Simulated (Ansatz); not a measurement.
MoS₂:
```cif
data_Mo4S8
_chemical_formula_sum 'Mo4 S8'
_space_group_name_H-M_alt 'Fm-3m'
_space_group_IT_number 225
_space_group_name_Hall '-F 4 2 3'
_cell_length_a 5.79677
_cell_length_b 5.79677
_cell_length_c 5.79677
_cell_angle_alpha 90.000
_cell_angle_beta 90.000
_cell_angle_gamma 90.000
loop_
_atom_site_label
_atom_site_type_symbol
_atom_site_symmetry_multiplicity
_atom_site_Wyckoff_symbol
_atom_site_fract_x
_atom_site_fract_y
_atom_site_fract_z
_atom_site_occupancy
Mo1 Mo 4 a 0.00000 0.00000 0.00000 1
S1 S 8 c 0.25000 0.25000 0.25000 1
```
(The calculation used a cell of 3 atoms; values per cell refer to that cell.)

Relaxed with PBEsol.

### Question
Decompose the optical modes at the zone centre into irreducible representations, and say which are infrared and Raman allowed.

### Answer
Point group m-3m: Γ_opt = T1u + T2g. Infrared: T1u. Raman: T2g.

### Question
Assign frequencies (DFPT, PBEsol (plane waves, PAW; program Ansatz)).

### Answer
T1u 137, T2g 275 cm⁻¹.

A made-up cell: these elements were put on the sites of a structure type; neither database checked (COD, Materials Project) lists it. It is not the phase usual at ambient conditions (space group No. 160, 194). The cell was relaxed with PBEsol under the symmetry of its start; whether a distortion lowers the energy is not shown. The run is not spin-polarised. As this level gives no gap, phonon frequencies hold no LO–TO term and depend on the k-mesh and smearing (Fermi–Dirac, 0.1 eV here).

Potentials: the earlier of the program's two PAW sets. The files were generated under PBE; for other functionals the program regenerates the frozen cores, and for LDA and PBEsol the local potential too.
